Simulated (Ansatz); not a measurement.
CsBi2:
```yaml
crystal:
  lattice:
    - [0.00000, 4.89269, 4.89269]
    - [4.89269, 0.00000, 4.89269]
    - [4.89269, 4.89269, 0.00000]
  atoms:
    - { symbol: Cs, position: [0.00000, 0.00000, 0.00000] }
    - { symbol: Cs, position: [0.25000, 0.25000, 0.25000] }
    - { symbol: Bi, position: [0.12500, 0.62500, 0.62500] }
    - { symbol: Bi, position: [0.62500, 0.62500, 0.12500] }
    - { symbol: Bi, position: [0.62500, 0.12500, 0.62500] }
    - { symbol: Bi, position: [0.62500, 0.62500, 0.62500] }
```

Relaxed with r²SCAN. Special points in fractions of this cell's reciprocal vectors: Γ (0.000, 0.000, 0.000); X (0.500, 0.000, 0.500); U (0.625, 0.250, 0.625); K (0.375, 0.375, 0.750); L (0.500, 0.500, 0.500); W (0.500, 0.250, 0.750).

### Question
List the band energies nearest the Fermi level at these points for DFT-r²SCAN in the program Ansatz with PAW potentials.

### Answer
In eV from the Fermi level; about four levels below and three above (degenerate sets whole), none deeper than 8.9 eV; points with the same levels are listed once.

```tsv
k	below	above
Γ	-2.82 -2.82 -2.82 -2.23 -2.23	2.46 2.76 2.76 2.76
X	-0.52 -0.52 -0.39 -0.39	3.66 3.66 3.70 3.70
U	-1.72 -1.66 -1.49 -1.02	0.01 0.32 0.58
L	-0.72 -0.72 -0.38 -0.38 -0.24	2.74 2.88 3.62 3.62
W	-0.77 -0.77 -0.39 -0.39	1.26 1.26 2.39 2.39
```

Space group Fd-3m (cubic Laves (MgCu2 type)). The first step of the workflow began from a Materials Project structure, measured or hypothetical; the Crystallography Open Database copy checked does not list it. Whether it is the stable phase at ambient conditions was not checked. Symmetry was held in the r²SCAN relaxation; whether a distortion lowers the energy is not shown. Scalar-relativistic: spin–orbit coupling is off unless named, which matters more the heavier the elements.

Potentials: the later of the program's two PAW sets.
